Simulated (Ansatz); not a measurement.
Li₂O (anti-fluorite, space group No. 225), the program Ansatz at the LDA level (PAW). The conduction-band minimum lies at X, with 3 equivalent valleys. Second derivatives d²E/dk² of the lowest band at one valley (eV·Å²), along Cartesian directions:

| direction | d²E/dk² |
|---|---|
| [100] | 9.826 |
| [010] | 18.22 |
| [001] | 18.22 |
| [110] | 14.02 |
| [101] | 14.02 |
| [011] | 18.22 |

Problem. Find the principal effective masses, the density-of-states mass and the conductivity mass.

Solution. Off-diagonal terms follow from H_xy = H[110] − (H_xx + H_yy)/2, and m*/mₑ = 7.620 eV·Å² over each eigenvalue: 0.42, 0.42, 0.78. One valley's DOS mass (m₁m₂m₃)^(1/3) = 0.51, conductivity mass 3/(Σ 1/mᵢ) = 0.49 mₑ.

Problem. What effective density of states Nc follows at 300 K for parabolic valleys?

Solution. Nc = 2.509e19 × 3 × (0.51)^(3/2) ≈ 2.7e19 cm⁻³.

Space group Fm-3m (anti-fluorite). The cell was relaxed with LDA under the symmetry of its start.

Potentials: the later of the program's two PAW sets.

Edges and masses are those of Kohn–Sham bands, whose gap is no quasiparticle gap.
